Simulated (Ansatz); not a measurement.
A plane-wave run on TlSiSe$_{2}$

The input, for Ansatz 0.2.0 (plane waves, PAW):

```yaml
crystal:
  lattice:
    - [0.0, 0.0, 6.328479]
    - [3.970956, -3.970956, 3.16424]
    - [3.970956, 3.970956, -3.16424]
  atoms:
    - { symbol: Tl, position: [0.25, 0.0, 0.0] }
    - { symbol: Tl, position: [0.75, 0.0, 0.0] }
    - { symbol: Si, position: [0.75, 0.5, 0.5] }
    - { symbol: Si, position: [0.25, 0.5, 0.5] }
    - { symbol: Se, position: [0.657, 0.5, 0.814] }
    - { symbol: Se, position: [0.157, 0.186, 0.5] }
    - { symbol: Se, position: [0.343, 0.5, 0.186] }
    - { symbol: Se, position: [0.843, 0.814, 0.5] }
  symmetry: { tolerance: 0.0003 }
kpoints:
  mp_grid: { grid: [5, 5, 5], shift: [0, 0, 0] }
  band_path:
    path:
      - [0.0, 0.0, 0.0]
      - [0.0, 0.0, 0.5]
      - [0.0, 0.5, 0.5]
      - [0.0, 0.0, 0.0]
      - [0.81748159, 0.4087408, -0.4087408]
      - [0.18251841, 0.5912592, 0.4087408]
      - [0.0, 0.5, 0.5]
      - [0.0, 0.0, 0.5]
      - [0.5, 0.25, 0.25]
      - [0.5, 0.5, 0.0]
      - [0.0, 0.0, 0.0]
    npoints: 6
magnetization:
  spin_polarized: false
scf:
  occupations: { method: gaussian, width: 0.0209 }
  lower_state_search: "off"
  max_iter: 200
hamiltonian:
  pseudopotentials: { kind: paw }
  xc: r2scan
basis:
  ecutwfc: 500
  fft_grid_basis: typed
output:
  forces: true
  stress: true
  eigenvalues: true
  bader: true
  populations: true
  elf: true
  write_potential: true
  volumetric_format: npy
  dos:
    e_range: [-12, 8]
    de: 0.05
    projected: { site_lists: { Se: [Se], Si: [Si], Tl: [Tl] } }
checkpoint:
  read: saved_state
```

The saved state is an earlier solution for the same cell, perhaps on another mesh. 

Parts of the output:

```
Pseudopotentials: kind: paw
Pseudopotential: Tl, paw, valence charge 13, recommended cutoff 500 eV (meta_gga), Tl.paw.azcp
Pseudopotential: Si, paw, valence charge 4, recommended cutoff 500 eV (meta_gga), Si.paw.azcp
Pseudopotential: Se, paw, valence charge 16, recommended cutoff 500 eV (meta_gga), Se.paw.azcp
Functional definition: r2SCAN
  exchange = r2scan_x(k0 = k0, k1 = k1, a1 = a1)
  correlation = r2scan_c
Crystal: 8 atoms, lattice volume = 199.581 Å³
Basis set: ecut = 500 eV, 5127 PW (Γ), exchange–correlation on 192×192×192 points (64 copies of the dense FFT grid, shifted against one another)
Bands: 59, of which v1, the nominal top of the filled ones, is band 49 counted from 1 (48 counted from 0)
Symmetry: 16 space group operations
Space group: I4/mcm (ITA 140), of the structure as read, at distance tolerance 1.8e-3 Å
k-points: 18 of 125
Initial density: read from a saved state, or passed on in memory by an earlier SCF of this step, an earlier step, the calling program or the single point that the run made first
Functional: x = r2scan, c = r2scan; τ floored in thin density (d = 2e-4 eV/Å³)
Free energy (F): -46109.8237 eV
Harris-Foulkes:  -46109.8237 eV  (|F-HF|=9.17e-8)
Internal energy: -46109.8232 eV  (E = F + TS)
E sigma→0 (E₀):  -46109.8234 eV
Entropy (-TS):   -0.0005 eV (-0.067 meV/atom)
Fermi energy:    9.4257 eV
--- Per-component energies (eV) ---
  E_band       = -1615.4122
  E_kinetic    = 1224.7794
  E_local      = -12078.2965  (includes V_loc(G=0)·N_el)
  E_nonlocal   = -1693.9738
  E_hartree    = 5727.6146
  E_xc         = -936.3241
  E_vxc        = -840.0073  (∫ρ·V_xc dr)
  E_paw        = -29119.3565  (= ΣΔE_a)
  E_vpaw       = 267.5718  (= ΣTr[D̂ρ^β])
  E_aug_tail   = -0.0008  (compensation charges beyond the density's cutoff)
  E_vtau       = 49.2755  (kinetic-family band-sum trace: ∫τ·v_τ [+ j·A + Jᵃ·Aᵃ] dr)
  E_ewald      = -9229.1330
  E_core_change = -5.1324  (= ΣΔE_core)
  E_smearing   = -0.0005  (= −TS)
--- Forces (eV/Å), atoms counted from 1 ---
  atom   1  Tl     0.0000     0.0000     0.0000
  atom   2  Tl     0.0000     0.0000     0.0000
  atom   3  Si     0.0000     0.0000     0.0000
  atom   4  Si     0.0000     0.0000     0.0000
  atom   5  Se     0.3632     0.3632     0.0000
  atom   6  Se    -0.3632     0.3632     0.0000
  atom   7  Se    -0.3632    -0.3632     0.0000
  atom   8  Se     0.3632    -0.3632     0.0000
--- Stress (GPa, compression-positive) ---
        3.5788       0.0000       0.0000
        0.0000       3.5788       0.0000
        0.0000       0.0000       1.8705
  P = ⅓ Tr σ = 3.0093 GPa (30.093 kbar)
--- Löwdin populations: 8 sites ---
  site symbol       q [e]
     0     Tl     12.9546
     1     Tl     12.9546
     2     Si      3.5748
     3     Si      3.5748
     4     Se     16.1320
     5     Se     16.1320
     6     Se     16.1320
     7     Se     16.1320
  spilling = 0.0042 (of n_electrons = 98.0000)
```

Absolute energies hang on the potentials; compare differences alone.

Origin: a known structure type with other elements, at an estimated volume, so it need not be a known compound. Caveats: many states at the Fermi level without spin polarisation, so a magnetic state may lie lower.
